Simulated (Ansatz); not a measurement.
**Stability checks on a candidate for Zn₃SeS₂**

The cell was found from a structure generator's guess, not taken from experiment.

The calculation used DFT PBE, scalar-relativistic, plane waves, PAW (Ansatz 0.2.0). Plane waves to 420 eV, a 12×12×4 mesh through Γ for the 6-atom cell and 0.02 eV Gaussian smearing; no spin polarisation.

```xyz
6
Lattice="3.9173 0.0000 0.0000 -1.9586 3.3925 0.0000 0.0000 0.0000 9.5996" Properties=species:S:1:pos:R:3 pbc="T T T"
Zn    0.0000    0.0000    0.0921
Zn    1.9586    1.1308    3.2013
Zn    0.0000    2.2616    6.3022
Se    0.0000    0.0000    7.2135
S     1.9586    1.1308    0.8392
S     0.0000    2.2616    3.9508
```

Energies over the elements count from the elements' standard structures at the same level, with no fitted energy shifts.

**Question.** These tests were run: energy against the elements; phonons on a 2×2×1 q mesh; elastic tensor. What do they show?

**Answer.**

| test | result |
| --- | --- |
| energy against the elements | −0.775 eV/atom |
| phonons on a 2×2×1 q mesh | no imaginary mode on the mesh |
| elastic tensor | least eigenvalue 19 GPa |

It fails none of these tests. Whether a mixture of other phases lies lower isn't tested here.

The reference forms of S and Se are held partly by dispersion forces, which this level lacks. The run for the phonons used a 12×12×4 k mesh. The run for the elastic tensor used a 12×12×4 k mesh.
